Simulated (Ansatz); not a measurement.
SiC (zinc blende)

```yaml
crystal:
  lattice:
    - [0.00000, 2.18988, 2.18988]
    - [2.18988, 0.00000, 2.18988]
    - [2.18988, 2.18988, 0.00000]
  atoms:
    - { symbol: C, position: [0.75000, 0.75000, 0.75000] }
    - { symbol: Si, position: [0.00000, 0.00000, 0.00000] }
```

In each cell atom 1 (C, nearest neighbour Si at 1.896 Å; its periodic images, 3.1 Å or more away, move with it) moves by s·(-0.577, -0.577, 0.577) (towards the nearest neighbour), the rest being held.

Calculation: PBE (plane waves to 420 eV, PAW, scalar-relativistic; Ansatz, an electronic-structure program). k mesh 10×10×10 (Γ-centred), Fermi-Dirac smearing 0.05 eV. E stands for the smeared free energy. SiC was relaxed with its symmetry unable to fall. The zero of ΔE is the undisplaced structure.

```json
[
 {"s (Å)": "-0.190", "ΔE (meV/cell)": "255"},
 {"s (Å)": "-0.152", "ΔE (meV/cell)": "173"},
 {"s (Å)": "-0.114", "ΔE (meV/cell)": "103"},
 {"s (Å)": "-0.076", "ΔE (meV/cell)": "48"},
 {"s (Å)": "-0.038", "ΔE (meV/cell)": "13"},
 {"s (Å)": "0.000", "ΔE (meV/cell)": "0"},
 {"s (Å)": "0.038", "ΔE (meV/cell)": "14"},
 {"s (Å)": "0.076", "ΔE (meV/cell)": "59"},
 {"s (Å)": "0.114", "ΔE (meV/cell)": "141"},
 {"s (Å)": "0.152", "ΔE (meV/cell)": "263"},
 {"s (Å)": "0.190", "ΔE (meV/cell)": "433"}
]
```

### Question
What force constant k = d²E/ds² at s = 0 does the table give?

### Answer
19 eV/Å². It is the second difference of the nearest points, corrected with the next pair.

### Question
With k = 18.57 eV/Å² from the forces, is the well harmonic out to s = 0.190 Å?

### Answer
½ks² = 335 meV/cell against the computed 433 meV/cell, so the well is stiffer than harmonic there.

(For displaced atoms, the force is minus the slope of the energy, and its curvature is a force constant, which sets phonon frequencies.)
